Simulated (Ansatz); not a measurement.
**Trigonal deformation path in Os**

All numbers below come from DFT PBEsol, scalar-relativistic, plane waves, PAW in Ansatz. Cutoff 420 eV, Γ-centred 24×24×24 k-points, Gaussian smearing of 0.15 eV. Spin–orbit coupling is left out, which can shift energies with elements as heavy as these. No spin polarisation. Energies are free energies at this smearing, counted from the undisturbed cell; pressure is positive in compression.

Zero of the scan (as given, not relaxed at this level; it stands at -20.1 GPa; this fcc form isn't the usual structure):

```
Os
1.0
     0.00000    1.94500    1.94500
     1.94500    0.00000    1.94500
     1.94500    1.94500    0.00000
Os
1
Direct
  0.00000 0.00000 0.00000
```

At fixed volume and fractional coordinates, lengths along (0.577, 0.577, 0.577) are scaled against those across it; ρ is that ratio over its starting value. The cell is metallic on the mesh throughout. At ρ = 0.500 the cell becomes cubic (Pm-3m), and there the slope of the energy vanishes by symmetry. At -20 GPa the given cell is far from its own equilibrium, so these figures belong to a strongly strained crystal.

| ρ | ΔE (meV/atom) |
| --- | --- |
| 0.500 | 1593.3 |
| 0.600 | 1548.2 |
| 0.710 | 1275.3 |
| 0.850 | 425.4 |
| 0.930 | 88.3 |
| 1.000 | 0.0 |
| 1.080 | 99.3 |
| 1.200 | 531.0 |
| 1.410 | 1605.4 |
| 1.700 | 3502.3 |
| 2.000 | 6070.0 |